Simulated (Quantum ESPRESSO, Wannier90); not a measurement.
# Wannier functions of AlInSb2 (P-4m2)

```xyz
4
Lattice="4.5062 0.0000 0.0000 0.0000 4.5062 0.0000 0.0000 0.0000 6.3488" Properties=species:S:1:pos:R:3 pbc="T T T"
Al     0.0000     0.0000     0.0000
In     2.2531     2.2531     3.1744
Sb     0.0000     2.2531     1.4816
Sb     2.2531     0.0000    -1.4816
```

Structure: Materials Project mp-1228890, symmetrised, not relaxed again. Not found in the COD (Crystallography Open Database) copy used; not checked further. Level: PBEsol, no spin polarisation, no spin-orbit coupling; pw.x of Quantum ESPRESSO at 64 Ry with PseudoDojo potentials, 8×8×6 k-points, Wannier90. Density: 8×8×6 mesh, Gaussian smearing 0.01 Ry. Spin-orbit coupling is left out although heavy elements are present.

Base run: 16 functions from bands 16-41 of the 41 computed, start hydrogen-like Al: s;p; In: s;p; Sb: s;p, centres 0.05 Å off the atoms, frozen window up to 1.89 eV relative to the valence-band maximum, outer window open. Rows change the key named; with other orbitals the number of functions and the frozen window follow, as listed; window edges are relative to the valence-band maximum. The misfit compares interpolated bands with pw.x on a high-symmetry path, for states up to 1.4 eV relative to the valence-band maximum. Converged means that the tolerances were met: symmetric starts can stop on a saddle, which shows as a larger Ω_OD at equal Ω_I and can move the misfit too.

| setting | functions | frozen to (eV) | Ω_I (Å²) | Ω_D (Å²) | Ω_OD (Å²) | rms misfit (meV) | worst (meV) | ended |
|---|---|---|---|---|---|---|---|---|
| base | 16 | 1.89 | 33.20 | 0.05 | 3.95 | 2.4 | 42 | converged |

Problem. Starting from this base row, predict which settings stop with an error, and how Ω_I and the misfit move in the others: only the lowest 18 of the kept bands; only the lowest 21 of the kept bands; only the lowest 23 of the kept bands; dis_mix_ratio = 0.2.

Solution. 
```csv
setting,functions,frozen to (eV),Ω_I (Å²),Ω_D (Å²),Ω_OD (Å²),rms misfit (meV),worst (meV),ended
only the lowest 18 of the kept bands,16,1.89,54.31,0.28,9.71,3.1,22,converged
only the lowest 21 of the kept bands,16,1.89,41.11,0.10,5.24,1.9,25,converged
only the lowest 23 of the kept bands,16,1.89,37.61,0.08,4.54,2.2,38,converged
dis_mix_ratio = 0.2,16,1.89,33.20,0.05,3.95,2.4,42,converged
```
